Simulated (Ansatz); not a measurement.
TiB$_{2}$ (AlB2 type, space group P6/mmm)

```
CELL_PARAMETERS angstrom
      3.02469     0.00000     0.00000
     -1.51235     2.61946     0.00000
      0.00000     0.00000     3.22263
ATOMIC_POSITIONS crystal
  Ti 0.00000 0.00000 0.00000
  B  0.33333 0.66667 0.50000
  B  0.66667 0.33333 0.50000
```

Equation-of-state scan: isotropic scaling of the cell above, V₀ being its volume. Symmetry pins the atoms to their sites.

Level of theory: r2SCAN (plane waves to 500 eV, PAW, scalar-relativistic; Ansatz, a quantum-chemistry and plane-wave program). k mesh 18×18×14 (Γ-centred), Fermi-Dirac smearing 0.05 eV. Energies are smeared free energies. Compression counts positive. With the shape held, the modulus is that of even scaling; a crystal free to change shape is softer. TiB2 is run without spin polarisation. TiB2 was relaxed with its symmetry unable to fall. The zero of ΔE is the relaxed starting cell. The last digit holds for this mesh only.

```
V (Å³/atom)  ΔE (meV/atom)
-----------  -------------
7.660                 82.6
7.830                 51.1
8.000                 27.8
8.171                 11.9
8.341                  2.9
8.511                  0.0
8.681                  2.7
8.851                 10.5
9.022                 22.9
9.192             withheld
9.362                 59.8
```

Problem. Fit a third-order Birch-Murnaghan form (E₀, V₀, B₀, B₀′ free) to the given rows and predict ΔE at V = 9.192.

Solution. Least squares on the 10 given rows: ΔE = E₀ + (9V₀B₀/16)·y²·[2 + (B₀′ − 4)y], y = (V₀/V)^(2/3) − 1, with V₀ = 8.511 Å³/atom, B₀ = 262.7 GPa (160.2 GPa = 1 eV/Å³; the term in eV is multiplied by 1000), B₀′ = 3.83, E₀ = 0.02 meV/atom; root-mean-square residual 0.02 meV/atom. At 9.192 the fit gives 39.5 meV/atom; the calculation gives 39.4 meV/atom, so the interpolation is off by 0.1 (+0.3 %). For the pressure the fit gives -17.4 GPa against the computed -17.4 GPa.

(A scan under strain: stresses follow from slopes of the energy per volume, elastic moduli from its curvatures.)
